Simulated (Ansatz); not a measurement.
HfNCl:
```
HfNCl
1.0
    1.78432     1.03018     9.33550
   -1.78432     1.03018     9.33550
    0.00000    -2.06035     9.33550
Hf N Cl
2 2 2
Direct
  0.87977   0.87977   0.87977
  0.12023   0.12023   0.12023
  0.80280   0.80280   0.80280
  0.19720   0.19720   0.19720
  0.61084   0.61084   0.61084
  0.38916   0.38916   0.38916
```

Relaxed with r²SCAN+D4.

### Question
Map the electron localisation function on the plane through (0.880, 0.880, 0.880) spanned by u = [1, 0, 0] and v = [-1, 1, 1] in lattice vectors, from the program Ansatz at the r²SCAN+D4 level (PAW).

### Answer
x is the fraction of u, y of v (the angle between them is 36°; rows are the nearest grid lines); atoms in the plane: Hf at (0.00, 0.00), Hf at (0.48, 0.24), N at (0.85, 0.92), N at (0.63, 0.32), Cl at (0.46, 0.73), Cl at (0.02, 0.51).
```
|%%@%=.  .....            .+%@%%%@%=:#@@%|
|@@@@%*: :+*##*+:          .=#@%-.=%@=-#@|
|*@@@@%=..+#%%%#*=          .+%@#. =%%=:*|
|-.-*##*-.:#@@@@@@%*:         :*%@%+=#@%-|
|%*:  .:.. :#@@@@@@@@=          .=#%@@%%%|
|%#*-.      :*@@%*+#@@%+           .=#%%%|
|##*=:      .-#@@#-:*@@%=     .:-:. .:+*#|
|.:--:.       :+%@%#-%@@@#:   -+####*-...|
|=:.            :=#@@%%@@@%=   =#%@@@@%#=|
|@%#=.            .:+@@@@@@#=   =%@@@@%@@|
|%@%#=.        ......*%@@@%%*:  .*%@@@##%|
|:-#@@#=.      .:=+=-..:=***+-.   =%@@@*:|
|@*=*%@%*:      .-+#%#*-.  ...     .+%@@@|
|@@@@@@@@#:  ..   :*%@@@%*-.         .+%@|
|%@@@@@@@@+. :--:  :#%%%@%#=.          =%|
| :*%@@@@@%=..+%%%#-.%%*.-#@%+.          |
|    -*####*: :*%@@@@:+@%- -%@#=.        |
|       .:::.. .+%@%%@#:=%%##%@%+.       |
|               .*%@%@@*:=%%%%@%*:       |
|                 .+%@@@#:.:+##*=:..     |
|                    +*#*=:......:=+*+-. |
|#=.                   ..::-+**=. :#%@@%#|
|@%+.                    .:=#%%%*:.=%@@@@|
|%%@%=.  .....            .+%@%%%@%=:#@@%|
```
Scale: ten equal steps from 0.002 (start of ' ') to 0.900 (end of '@'), in the order ' .:-=+*#%@'; x runs from 0.000 to 1.00, y from 0.000 (bottom) to 1.00 (top).

The density is the valence pseudo-density with augmentation charge, so density and ELF within about 1 Å of a nucleus are not all-electron values.

Space group R-3m. The first step of the workflow began from a Materials Project structure, measured or hypothetical; the Crystallography Open Database copy checked does not list it. Its standing as an ambient phase is unchecked. The r²SCAN+D4 relaxation kept the symmetry of its start; its stability against distortions is not shown here. The run is not spin-polarised. Spin–orbit coupling is left out wherever it is not named.

Potentials: the later of the program's two PAW sets.
